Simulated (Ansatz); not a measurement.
A geometry of Ir away from equilibrium: step 7 of the relaxation of a relaxed Ir cell, doubled along one cell vector, shaken by Gaussian noise of σ = 0.08 Å a coordinate. All values below come from PBEsol (plane waves to 420 eV, PAW, scalar-relativistic; Ansatz, a first-principles code). Γ-centred k-mesh 9×5×7 on the run's cell (coarser than for final values), Fermi–Dirac smearing 0.05 eV. The plane waves were selected for a different cell earlier on the path.

```xyz
8
Lattice="4.0462 0.2013 0.0088 -3.6976 6.7449 0.0922 0.0100 0.0664 4.7666" Properties=species:S:1:pos:R:3 pbc="T T T"
Ir    -0.5349     0.0835     0.8242
Ir    -1.8882     2.9993     0.8739
Ir     0.5101    -0.1466     3.2259
Ir    -1.8565     3.8175     3.2179
Ir     0.1987     2.1661     2.0760
Ir    -2.1028     5.5318     1.2894
Ir     2.4239     1.4335     3.5836
Ir     0.0899     4.6750     4.4588
```

**Question.** What forces act on the atoms (eV/Å)?

**Answer.** 
| atom | Fx | Fy | Fz |
|---|---|---|---|
| Ir1 | -0.23 | 0.25 | 0.37 |
| Ir2 | -0.14 | -1.31 | -0.92 |
| Ir3 | 0.36 | -0.28 | 0.46 |
| Ir4 | -0.20 | 0.36 | -0.35 |
| Ir5 | 0.51 | 1.08 | -0.05 |
| Ir6 | 0.06 | -0.65 | -0.79 |
| Ir7 | -0.64 | 0.79 | 0.28 |
| Ir8 | 0.28 | -0.24 | 1.00 |

The path ends in P6₃/mmc (No. 194) (hcp (Mg type)). No spin polarisation in the result.

The end of the path is a generated cell of Ir: the first start was made by placing the elements on the sites of a structure type, and the end was not matched to a known phase here, so it may be hypothetical. Known forms of Ir include space group No. 225.
